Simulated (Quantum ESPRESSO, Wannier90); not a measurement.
**PbS (Pnma), plane waves to Wannier functions**

Cell from Materials Project (mp-1078500), symmetrised, no further relaxation. Not found in the COD (Crystallography Open Database) copy used, which has the formula in other groups; not checked further. Level: PBEsol, no spin polarisation, no spin-orbit coupling; pw.x of Quantum ESPRESSO at 50 Ry with PseudoDojo potentials, 4×6×6 k-points, Wannier90. Density: 4×8×8 mesh, Gaussian smearing 0.01 Ry. Spin-orbit coupling is left out although heavy elements are present.

```
begin unit_cell_cart
ang
   12.0278400000    0.0000000000    0.0000000000
    0.0000000000    4.2249700000    0.0000000000
    0.0000000000    0.0000000000    4.2750200000
end unit_cell_cart
mp_grid = 4 6 6
```

Task: Which shells of neighbouring k-points and which b-vectors and weights does Wannier90 pick for this cell and mesh?

Result: 
```
 *---------------------------------- K-MESH ----------------------------------*
 +----------------------------------------------------------------------------+
 |                    Distance to Nearest-Neighbour Shells                    |
 |                    ------------------------------------                    |
 |          Shell             Distance (Ang^-1)          Multiplicity         |
 |          -----             -----------------          ------------         |
 |             1                   0.130597                      2            |
 |             2                   0.244957                      2            |
 |             3                   0.247859                      2            |
 |             4                   0.261193                      2            |
 |             5                   0.277596                      4            |
 |             6                   0.280160                      4            |
 |             7                   0.348480                      4            |
 |             8                   0.358087                      4            |
       ... (lines left out)
 +----------------------------------------------------------------------------+
 | The b-vectors are chosen automatically                                     |
 | The following shells are used:                       1,  2,  3             |
 +----------------------------------------------------------------------------+
 |                        Shell   # Nearest-Neighbours                        |
 |                        -----   --------------------                        |
 |                          1               2                                 |
 |                          2               2                                 |
 |                          3               2                                 |
 +----------------------------------------------------------------------------+
 | Completeness relation is fully satisfied [Eq. (B1), PRB 56, 12847 (1997)]  |
 +----------------------------------------------------------------------------+
 |                  b_k Vectors (Ang^-1) and Weights (Ang^2)                  |
 |                  ----------------------------------------                  |
 |            No.         b_k(x)      b_k(y)      b_k(z)        w_b           |
 |            ---        --------------------------------     --------        |
 |             1         0.130597    0.000000    0.000000    29.316055        |
 |             2        -0.130597    0.000000    0.000000    29.316055        |
 |             3         0.000000    0.000000    0.244957     8.332764        |
 |             4         0.000000    0.000000   -0.244957     8.332764        |
 |             5         0.000000    0.247859    0.000000     8.138793        |
 |             6         0.000000   -0.247859    0.000000     8.138793        |
```
